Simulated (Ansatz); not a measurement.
The relaxed structure here is a generated cell of Ti: the first start was made by placing the elements on the sites of a structure type, and the end was not matched to a known phase here, so it may be hypothetical. Known forms of Ti include space group No. 194.

A relaxed structure of Ti. Method: PBE (plane waves to 420 eV, PAW, scalar-relativistic; Ansatz, a program for electronic structure).

```cif
data_Ti12
_chemical_formula_sum 'Ti12'
_space_group_name_H-M_alt 'P 1'
_space_group_IT_number 1
_cell_length_a 5.15018
_cell_length_b 5.15018
_cell_length_c 8.06939
_cell_angle_alpha 90.000
_cell_angle_beta 90.000
_cell_angle_gamma 90.000
loop_
_space_group_symop_operation_xyz
  'x, y, z'
loop_
_atom_site_label
_atom_site_type_symbol
_atom_site_fract_x
_atom_site_fract_y
_atom_site_fract_z
_atom_site_occupancy
Ti1 Ti 0.14013 0.14013 0.00000 1
Ti2 Ti 0.64013 0.35987 0.25000 1
Ti3 Ti 0.35987 0.64013 0.75000 1
Ti4 Ti 0.85987 0.85987 0.50000 1
Ti5 Ti 0.14160 0.24852 0.34039 1
Ti6 Ti 0.64160 0.25148 0.90961 1
Ti7 Ti 0.35840 0.74852 0.40961 1
Ti8 Ti 0.85840 0.75148 0.84039 1
Ti9 Ti 0.75148 0.85840 0.15961 1
Ti10 Ti 0.25148 0.64160 0.09039 1
Ti11 Ti 0.74852 0.35840 0.59039 1
Ti12 Ti 0.24852 0.14160 0.65961 1
```

Question: Determine the symmetry and give the standard cell with its independent sites.

Answer: Space group P4₃2₁2 (No. 96); a = 5.150 Å, b = 5.150 Å, c = 8.069 Å, α = 90.00°, β = 90.00°, γ = 90.00°

| atom | site | symmetry | x | y | z |
|---|---|---|---|---|---|
| Ti | 4a | ..2 | 0.1401 | 0.1401 | 0.0000 |
| Ti | 8b | 1 | 0.1416 | 0.2485 | 0.3404 |

Question: Give the shortest distances between elements (the closest pairs, up to four, under 3.6 Å).

Answer: Ti–Ti 2.69 Å.

The volume per atom is 17.84 Å³ and the band gap comes out as no gap (metallic).

No spin polarisation in the result.

The run could not lose the symmetry of its start: the end is stationary, and may be a saddle point rather than a minimum.
